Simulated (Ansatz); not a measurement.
BaAlSiH in space group P3m1 (No. 156; Ba on 1a, Al on 1c, Si on 1b, H on 1c) under volume change, r²SCAN in the plane-wave PAW code Ansatz, shape and atoms relaxed at each volume.

| V (Å³/atom) | E − E(relaxed) (meV/atom) | P (GPa) |
|---|---|---|
| 19.311 | 31.9 | 5.75 |
| 19.947 | 13.5 | 3.55 |
| 20.584 | 3.2 | 1.66 |
| 21.221 | 0.0 | 0.01 |
| 21.857 | 2.9 | -1.41 |
| 22.494 | 11.0 | -2.64 |
| 23.131 | 23.6 | -3.70 |

Q: What does a third-order Birch–Murnaghan fit give for V₀, B₀ and B′?

A: V₀ = 21.22 Å³/atom, B₀ = 50.8 GPa, B′ = 3.8.

The workflow started from a Materials Project entry (that database holds measured and hypothetical structures alike); the Crystallography Open Database copy checked does not list it. Whether it is the stable phase at ambient conditions was not checked. The cell was relaxed with r²SCAN under the symmetry of its start; whether a distortion lowers the energy is not shown. Scalar-relativistic: spin–orbit coupling is off unless named, which matters more the heavier the elements.

Potentials: the later of the program's two PAW sets.
